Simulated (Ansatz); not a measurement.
Relaxed BaTiO3 (cubic perovskite):

```
BaTiO3
1.0
    4.01946     0.00000     0.00000
    0.00000     4.01946     0.00000
    0.00000     0.00000     4.01946
Ba Ti O
1 1 3
Direct
  0.00000   0.00000   0.00000
  0.50000   0.50000   0.50000
  0.00000   0.50000   0.50000
  0.50000   0.50000   0.00000
  0.50000   0.00000   0.50000
```

Level of theory: PBE (plane waves to 420 eV, PAW, scalar-relativistic; Ansatz, an electronic-structure program). k mesh 7×7×7 (Γ-centred), Fermi-Dirac smearing 0.05 eV. BaTiO3 is run without spin polarisation. BaTiO3 was relaxed with its symmetry unable to fall. The PAW data are Ansatz's earlier set. This is a high-temperature form of BaTiO3.

One atom of the cell was then moved (with its periodic images), all else fixed, and the forces (eV/Å) came out as:

```
atom      Fx     Fy     Fz
----  ------  -----  -----
Ba1   -0.101  0.000  0.000
Ti2    0.442  0.000  0.000
O3     0.378  0.000  0.000
O4    -0.359  0.000  0.000
O5    -0.359  0.000  0.000
```

### Question
Which atom was moved, and by which vector (Å)?

### Answer
O3, by (-0.08, 0.00, 0.00), 0.08 Å in all.

(For displaced atoms, the force is minus the slope of the energy, and its curvature is a force constant, which sets phonon frequencies.)
